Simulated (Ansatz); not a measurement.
Total density of states per atom from DFT-PBE in the program Ansatz with PAW potentials, in 0.25 eV bins, energy from the valence-band maximum:

```json
[
 {"E (eV)": "-7.86", "states/eV/atom": "0.34"},
 {"E (eV)": "-7.61", "states/eV/atom": "0.27"},
 {"E (eV)": "-7.36", "states/eV/atom": "0.21"},
 {"E (eV)": "-7.11", "states/eV/atom": "0.22"},
 {"E (eV)": "-6.86", "states/eV/atom": "0.33"},
 {"E (eV)": "-6.61", "states/eV/atom": "0.12"},
 {"E (eV)": "-6.36", "states/eV/atom": "0.08"},
 {"E (eV)": "-6.11", "states/eV/atom": "0.03"},
 {"E (eV)": "-5.86", "states/eV/atom": "0.19"},
 {"E (eV)": "-5.61", "states/eV/atom": "0.07"},
 {"E (eV)": "-5.36", "states/eV/atom": "0.88"},
 {"E (eV)": "-5.11", "states/eV/atom": "0.26"},
 {"E (eV)": "-4.86", "states/eV/atom": "0.32"},
 {"E (eV)": "-4.61", "states/eV/atom": "0.44"},
 {"E (eV)": "-4.36", "states/eV/atom": "0.41"},
 {"E (eV)": "-4.11", "states/eV/atom": "0.00"},
 {"E (eV)": "-3.86", "states/eV/atom": "0.00"},
 {"E (eV)": "-3.61", "states/eV/atom": "0.00"},
 {"E (eV)": "-3.36", "states/eV/atom": "0.00"},
 {"E (eV)": "-3.11", "states/eV/atom": "0.02"},
 {"E (eV)": "-2.86", "states/eV/atom": "0.46"},
 {"E (eV)": "-2.61", "states/eV/atom": "0.16"},
 {"E (eV)": "-2.36", "states/eV/atom": "0.81"},
 {"E (eV)": "-2.11", "states/eV/atom": "0.63"},
 {"E (eV)": "-1.86", "states/eV/atom": "0.82"},
 {"E (eV)": "-1.61", "states/eV/atom": "0.79"},
 {"E (eV)": "-1.36", "states/eV/atom": "0.82"},
 {"E (eV)": "-1.11", "states/eV/atom": "0.53"},
 {"E (eV)": "-0.86", "states/eV/atom": "0.68"},
 {"E (eV)": "-0.61", "states/eV/atom": "0.84"},
 {"E (eV)": "-0.36", "states/eV/atom": "0.94"},
 {"E (eV)": "-0.11", "states/eV/atom": "0.51"},
 {"E (eV)": "0.14", "states/eV/atom": "0.00"},
 {"E (eV)": "0.39", "states/eV/atom": "0.00"},
 {"E (eV)": "0.64", "states/eV/atom": "0.00"},
 {"E (eV)": "0.89", "states/eV/atom": "0.03"},
 {"E (eV)": "1.14", "states/eV/atom": "0.11"},
 {"E (eV)": "1.39", "states/eV/atom": "0.11"},
 {"E (eV)": "1.64", "states/eV/atom": "0.28"},
 {"E (eV)": "1.89", "states/eV/atom": "0.29"},
 {"E (eV)": "2.14", "states/eV/atom": "0.45"},
 {"E (eV)": "2.39", "states/eV/atom": "0.47"},
 {"E (eV)": "2.64", "states/eV/atom": "0.72"},
 {"E (eV)": "2.89", "states/eV/atom": "0.44"},
 {"E (eV)": "3.14", "states/eV/atom": "0.63"},
 {"E (eV)": "3.39", "states/eV/atom": "0.64"},
 {"E (eV)": "3.64", "states/eV/atom": "0.73"},
 {"E (eV)": "3.89", "states/eV/atom": "0.67"},
 {"E (eV)": "4.14", "states/eV/atom": "0.70"},
 {"E (eV)": "4.39", "states/eV/atom": "0.62"},
 {"E (eV)": "4.64", "states/eV/atom": "0.81"},
 {"E (eV)": "4.89", "states/eV/atom": "0.60"}
]
```

Which compound is it?
(A) AlCrGe, P4/nmm (Cr on 2a, Al on 2c, Ge on 2c)
(B) Ag, Fd-3m (Ag on 8a, Ag on 16d)
(C) GeOs, P-6m2 (Os on 1a, Ge on 1f)
(D) Ge, Fd-3m (Ge on 8b, Ge on 32e, Ge on 96g)

D, Ge, Fd-3m (Ge on 8b, Ge on 32e, Ge on 96g). Top 1 eV of the valence band: Ge 4p 97 %. Bottom 1 eV of the conduction band: Ge 4p 50 %, Ge 4s 45 %, outside the projected shells 5 %. Projections are on Löwdin-orthogonalised atomic valence shells; empty p or d shells of many metals are not among them.

The workflow started from a Materials Project entry (that database holds measured and hypothetical structures alike). Its sites differ from those of the usual phase in this space group: another stacking or structure type. Symmetry was held in the PBE relaxation; whether a distortion lowers the energy is not shown. Scalar-relativistic: spin–orbit coupling is off unless named, which matters more the heavier the elements.

Potentials: the earlier of the program's two PAW sets.
